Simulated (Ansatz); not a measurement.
MoSe2 (fluorite or antifluorite type, Fm-3m) at seven volumes, DFT-PBE in the program Ansatz with PAW potentials, scaled uniformly. One row is withheld.

| V (Å³/atom) | P (GPa) |
|---|---|
| 18.070 | 13.07 |
| 18.666 | 8.06 |
| 19.261 | 3.72 |
| 19.857 | 0.00 |
| 20.453 | -3.18 |
| 21.049 | ? |
| 21.644 | -8.11 |

Fit the shown pressures and predict the withheld one.

P = (3/2)B₀(x^(7/2) − x^(5/2))[1 + (3/4)(B′ − 4)(x − 1)] with x = (V₀/V)^(2/3). Least squares on the six rows gives V₀ = 19.859 Å³/atom, B₀ = 113 GPa, B′ = 4.25. At V = 21.049, x = 0.9619 and P = -5.81 GPa. The run itself gave -5.86 GPa.

The cell is a constructed one: a structure type filled with these elements; neither database checked (COD, Materials Project) lists it. It is not the phase usual at ambient conditions (space group No. 194). The PBE relaxation kept the symmetry of its start; whether a distortion lowers the energy is not shown. The run is not spin-polarised.

Potentials: the earlier of the program's two PAW sets.
